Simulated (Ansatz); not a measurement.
BaZrO3 (cubic perovskite)

```xyz
5
Lattice="4.2272 0.0000 0.0000 0.0000 4.2272 0.0000 0.0000 0.0000 4.2272" Properties=species:S:1:pos:R:3 pbc="T T T"
Ba     0.0000     0.0000     0.0000
Zr     2.1136     2.1136     2.1136
O      0.0000     2.1136     2.1136
O      2.1136     2.1136     0.0000
O      2.1136     0.0000     2.1136
```

In this cell atom 3 (O, nearest neighbour Zr at 2.114 Å; its periodic images, 4.2 Å or more away, move with it) is moved by s along Cartesian [110], unit vector (0.707, 0.707, 0.000); all other atoms and the cell stay fixed.

These are PBE (plane waves to 420 eV, PAW, scalar-relativistic; Ansatz, a quantum-chemistry and plane-wave program) values and carry that method's errors. k mesh 6×6×6 (Γ-centred), Fermi-Dirac smearing 0.05 eV. Energies are smeared free energies. Compression counts positive. Left out: 4 of 11 points, with atoms too close for the PAW data. BaZrO3 is run without spin polarisation. BaZrO3 was relaxed with its symmetry unable to fall. The zero of ΔE is the undisplaced structure.

Task: Give the computed ΔE (meV/cell) and P (GPa) at s (Å) = -0.378, -0.252, -0.126, 0.126, 0.252, 0.378.

Result: 
```csv
s (Å),ΔE (meV/cell),P (GPa)
-0.378,532,4.50
-0.252,223,2.01
-0.126,54,0.51
0.126,54,0.51
0.252,223,2.01
0.378,532,4.50
```

(A displaced cell: forces are minus the slopes of the energy, force constants its curvatures, and phonons follow from these.)
